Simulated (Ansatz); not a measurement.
**MgVFeP₄O₁₄, one structure, two calculations**

Cell: a computed structure from the Materials Project (it need not be an observed phase), atoms as given.

```
CELL_PARAMETERS angstrom
4.99945 0.00000 0.00000
-1.99626 6.59028 0.00000
-0.36800 -0.57869 8.18317
ATOMIC_POSITIONS crystal
Mg 0.69533 0.19676 0.87244
V 0.50205 0.27471 0.49052
Fe 0.45846 0.69385 0.03615
P 0.86812 0.46837 0.18231
P 0.15585 0.94533 0.78574
P 0.88968 0.06577 0.27487
P 0.12359 0.52027 0.68303
O 0.20063 0.11869 0.32131
O 0.34809 0.11899 0.69826
O 0.69068 0.48725 0.02623
O 0.73208 0.48002 0.34079
O 0.82023 0.37796 0.67668
O 0.71447 0.08587 0.41763
O 0.86036 0.23023 0.13790
O 0.09523 0.74477 0.66423
O 0.34590 0.92568 0.93706
O 0.17349 0.59895 0.18688
O 0.25138 0.51307 0.85449
O 0.29732 0.47821 0.54700
O 0.77161 0.86506 0.17244
O 0.88066 0.97703 0.82729
```

Atom numbers follow the list; atoms alike are taken as one site, whose name carries the number of the first.

First run. Level of theory: DFT, PBE, plane waves and PAW, scalar-relativistic, collinear spin, 420 eV cutoff, Γ-centred 4×3×3 k-points, Fermi–Dirac smearing 0.02 eV (Ansatz 0.2.0). Start moments as typed (μB): 1 on each V, 4 on each Fe, none on the rest.

```csv
site,atom,V_zz (10²¹ V/m²),η,m (μB)
Mg,1,-1.07,0.74,0.00
V,2,-6.81,0.56,-1.43
Fe,3,-6.02,0.49,3.68
P5,5,4.72,0.79,0.00
P6,6,6.35,0.15,0.00
P7,7,4.81,0.40,0.00
O8,8,9.92,0.12,0.01
O9,9,9.51,0.43,0.01
O11,11,9.64,0.25,0.01
O12,12,8.95,0.56,0.01
O13,13,9.36,0.31,0.01
O18,18,9.15,0.34,0.09
O19,19,9.30,0.02,0.01
O20,20,10.32,0.17,0.10
```

Second run. The same atoms and settings, except that the start moments (μB) are -1 on each V, 4 on each Fe, none on the rest.

Question: Given the first result, estimate the second.

Answer: 

| site | atom | V_zz | η | change of V_zz | m (μB) |
| --- | --- | --- | --- | --- | --- |
| Mg | 1 | -1.07 | 0.74 | 0.00 | 0.00 |
| V | 2 | -6.81 | 0.56 | 0.00 | -1.43 |
| Fe | 3 | -6.02 | 0.49 | 0.00 | 3.68 |
| P5 | 5 | 4.72 | 0.79 | 0.00 | 0.00 |
| P6 | 6 | 6.35 | 0.15 | 0.00 | 0.00 |
| P7 | 7 | 4.81 | 0.40 | 0.00 | 0.00 |
| O8 | 8 | 9.92 | 0.12 | 0.00 | 0.01 |
| O9 | 9 | 9.51 | 0.43 | 0.00 | 0.01 |
| O11 | 11 | 9.64 | 0.25 | 0.00 | 0.01 |
| O12 | 12 | 8.95 | 0.56 | 0.00 | 0.01 |
| O13 | 13 | 9.36 | 0.31 | 0.00 | 0.01 |
| O18 | 18 | 9.15 | 0.34 | 0.00 | 0.09 |
| O19 | 19 | 9.30 | 0.02 | 0.00 | 0.01 |
| O20 | 20 | 10.32 | 0.17 | 0.00 | 0.10 |

No V_zz moves by more than 0.01. The table leaves out 7 of the 21 sites, with |V_zz| up to 13.94; their tensors move by 0.01 at most along any direction. The statements above cover all sites. Isomer shifts (Fe against α-Fe, from the density at the nucleus and a line fitted to measured compounds for each functional; the lines scatter by about 0.1 mm/s, so smaller changes between functionals mean little): Fe 0.70 → 0.70 mm/s.

The largest force is 0.9 eV/Å, so the atoms aren't at the calculated equilibrium and relaxing them would move these values. With a gap of 0.11 eV under a smearing of 0.02 eV the band edges are partly filled, so small gradients can hang on the smearing and the k-mesh. With these PAW files V_zz is typically within 2 to 3 % of all-electron values, but misses above 10 % occur on Fe. The magnetic order is the one that the run reached from its start moments, not necessarily the measured one.
For the first run: The moments were started parallel, and the run ended with some of them reversed. The program didn't check the stability of this electronic state in full, so a lower one may lie near.
